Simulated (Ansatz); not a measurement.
## Profile along the Fe–Fe line in Fe (bcc, W type)

Fe (bcc, W type)

```xyz
1
Lattice="-1.4158 1.4158 1.4158 1.4158 -1.4158 1.4158 1.4158 1.4158 -1.4158" Properties=species:S:1:pos:R:3 pbc="T T T"
Fe     0.0000     0.0000     0.0000
```

Fields along a shortest Fe–Fe line of a {211} plane (2.45 Å), from Fe to Fe, interpolated on the slice's grid (step about 0.1 Å). Calculation: PBE (plane waves to 420 eV, PAW, scalar-relativistic; Ansatz, a first-principles code). k mesh 23×23×23. Near the nuclei the fields are pseudised (PAW); where an atom keeps semicore shells as valence, they peak there. Fe was relaxed with its symmetry unable to fall. Relaxed Fe ends ferromagnetic. The PAW data are Ansatz's earlier set. The magnetic order is the one the run started from; other orders were not tried.

```json
[
 {"distance from Fe (Å)": "0.00", "valence electron density (e/Å³)": "32.31", "spin density, up minus down (e/Å³)": "5.00", "electron localisation function": "x", "ELF of the up spins": "x", "ELF of the down spins": "x"},
 {"distance from Fe (Å)": "0.25", "valence electron density (e/Å³)": "23.18", "spin density, up minus down (e/Å³)": "3.51", "electron localisation function": "x", "ELF of the up spins": "x", "ELF of the down spins": "x"},
 {"distance from Fe (Å)": "0.49", "valence electron density (e/Å³)": "8.47", "spin density, up minus down (e/Å³)": "1.14", "electron localisation function": "x", "ELF of the up spins": "x", "ELF of the down spins": "x"},
 {"distance from Fe (Å)": "0.74", "valence electron density (e/Å³)": "1.54", "spin density, up minus down (e/Å³)": "0.18", "electron localisation function": "0.28", "ELF of the up spins": "0.28", "ELF of the down spins": "0.29"},
 {"distance from Fe (Å)": "0.98", "valence electron density (e/Å³)": "0.49", "spin density, up minus down (e/Å³)": "0.04", "electron localisation function": "0.20", "ELF of the up spins": "0.19", "ELF of the down spins": "0.21"},
 {"distance from Fe (Å)": "1.23", "valence electron density (e/Å³)": "0.36", "spin density, up minus down (e/Å³)": "0.01", "electron localisation function": "0.25", "ELF of the up spins": "0.21", "ELF of the down spins": "0.32"},
 {"distance from Fe (Å)": "1.47", "valence electron density (e/Å³)": "0.49", "spin density, up minus down (e/Å³)": "0.04", "electron localisation function": "0.20", "ELF of the up spins": "0.19", "ELF of the down spins": "0.21"},
 {"distance from Fe (Å)": "1.72", "valence electron density (e/Å³)": "1.54", "spin density, up minus down (e/Å³)": "0.18", "electron localisation function": "0.28", "ELF of the up spins": "0.28", "ELF of the down spins": "0.29"},
 {"distance from Fe (Å)": "1.96", "valence electron density (e/Å³)": "8.47", "spin density, up minus down (e/Å³)": "1.14", "electron localisation function": "x", "ELF of the up spins": "x", "ELF of the down spins": "x"},
 {"distance from Fe (Å)": "2.21", "valence electron density (e/Å³)": "23.18", "spin density, up minus down (e/Å³)": "3.51", "electron localisation function": "x", "ELF of the up spins": "x", "ELF of the down spins": "x"},
 {"distance from Fe (Å)": "2.45", "valence electron density (e/Å³)": "32.31", "spin density, up minus down (e/Å³)": "5.00", "electron localisation function": "x", "ELF of the up spins": "x", "ELF of the down spins": "x"}
]
```

x: too close to a nucleus for the ELF to mean much.

Density on the Fe–Fe line (2.45 Å) at its midpoint: 0.36 e/Å³. ELF at that point: 0.3.
